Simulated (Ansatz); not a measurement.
The elements of this relaxed trial crystal are hidden behind letters.

```
lattice vectors (Å)
   5.3821    0.0000    0.0000
   0.0000    5.3821    0.0000
   0.0000    0.0000    3.8225
fractional positions
X 0.5000 0.5000 0.5000
Z 0.2406 0.7594 0.0000
Z 0.2406 0.2406 0.0000
Z 0.7594 0.7594 0.0000
Z 0.7594 0.2406 0.0000
```

Level of theory: DFT PBE+D3(BJ), scalar-relativistic, plane waves, PAW (Ansatz). Cutoff 420 eV, Γ-centred 8×8×10 mesh (5-atom cell), Gaussian smearing of 0.10 eV, no spin polarisation.

```
Space group                               : P4/mmm (No. 123)
Conventional cell                         : a = 5.382 Å, c = 3.823 Å
Volume per atom                           : 22.15 Å³
Density                                   : 4.84 g/cm³
Energy over the elements                  : −0.26 eV/atom
Gap on the 8×8×10 mesh of the 5-atom cell : 0 eV (a metal)
```

Energies are uncorrected and count from the elements' standard states at the same level.

**Question.** X is an s-block element of period 2 and Z is a p-block element of period 4. Which elements are they?

**Answer.** X = Li, Z = Se, so the formula is LiSe4. Density times volume gives a mean mass of 4.84 × 22.15/1.6605 = 64.6 u per atom, and this set has 64.6 u. Among the elements that the hints allow, noble gases aside, only these give it. Li has 8 Se at 2.75 Å; Se has 2 Se at 2.59 Å, 2 Li at 2.75 Å and 2 Se at 2.79 Å.

An odd number of electrons in the primitive cell allows no gap without spin; a larger cell or a magnetic state could open one. Symmetry constrained the relaxation, so the result can be a saddle point.
